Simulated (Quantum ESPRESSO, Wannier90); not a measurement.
## LiTaF$_{6}$ (R-3), plane waves to Wannier functions

```
LiTaF6
1.0
   -2.58467     4.47678     0.00000
   -5.16934     0.00000     0.00000
   -2.58467     1.49226     4.52600
Li Ta F
1 1 6
Cartesian
 -5.16934   2.98452   2.26300
  0.00000   0.00000   0.00000
  0.99359  -1.20428   1.10422
 -0.99359   1.20428  -1.10422
 -1.53973  -0.25834   1.10422
  1.53973   0.25834  -1.10422
  0.54614   1.46261   1.10422
 -0.54614  -1.46261  -1.10422
```

Structure: Materials Project mp-1080679, symmetrised, not relaxed again. Not found in the COD (Crystallography Open Database) copy used; not checked further. Computed values, not measurements, from PBEsol: Quantum ESPRESSO (norm-conserving PseudoDojo potentials, cutoff 68 Ry, no spin polarisation, no spin-orbit coupling) on a Γ-centred 4×4×4 mesh, then Wannier90. Density: 8×8×8 mesh, cold smearing 0.01 Ry. Spin-orbit coupling is left out although heavy elements are present.

The plane-wave run has 51 bands and 58 electrons a cell. On the energy scale of pw.x, whose zero is arbitrary, the valence-band maximum lies at 0.23 eV.

Isolated groups of bands, relative to the valence-band maximum (bands from 33 on overlap up to the last one computed):

```
bands  from (eV)  to (eV)  filling           weight on atomic waves
-----  ---------  -------  -------  -------------------------------
1         -66.11   -66.11   filled                       Ta 5s 98 %
2         -39.50   -39.50   filled                       Li 1s 99 %
3–5       -32.77   -32.77   filled                       Ta 5p 95 %
6–8       -20.23   -19.78   filled  F 2s 85 %, Ta 5d 9 %, Ta 6s 4 %
9–11      -19.33   -19.05   filled                        F 2s 95 %
12–29      -3.78     0.00   filled             F 2p 92 %, Ta 5d 6 %
30–32       6.46     6.63    empty            Ta 5d 72 %, F 2p 24 %
```

Input w.win, without the blocks of cell, atoms and k-points (64 lines):

```
num_bands = 40
num_wann = 24
exclude_bands = 1-11
num_iter = 1000
conv_tol = 1.0e-6
conv_window = 4
dis_num_iter = 1000
dis_conv_tol = 1.0e-6
dis_froz_max = 8.19
write_hr = true
write_u_matrices = true
begin projections
f=0.00254,-0.01071,0.00006: d
f=-0.35003,-0.14255,0.25420: p
f=0.34791,0.13234,-0.24627: p
f=-0.12795,0.24499,0.24001: p
f=0.14725,-0.25443,-0.23948: p
f=0.25632,-0.35028,0.23809: p
f=-0.24011,0.35697,-0.24525: p
end projections
mp_grid = 4 4 4
```

Q: This input has a fault. Which, and what does the program do?

A: wannier90.x -pp stops with:
```
w90_readwrite_get_projections: too few projection functions defined
```
The projections block defines fewer trial orbitals than num_wann. Mended as below, all else unchanged, the run goes through (Ω_I = 14.7 Å²) and follows the plane-wave bands to 0.2 meV rms (states up to 7.5 eV relative to the valence-band maximum).
```
num_wann = 23
```
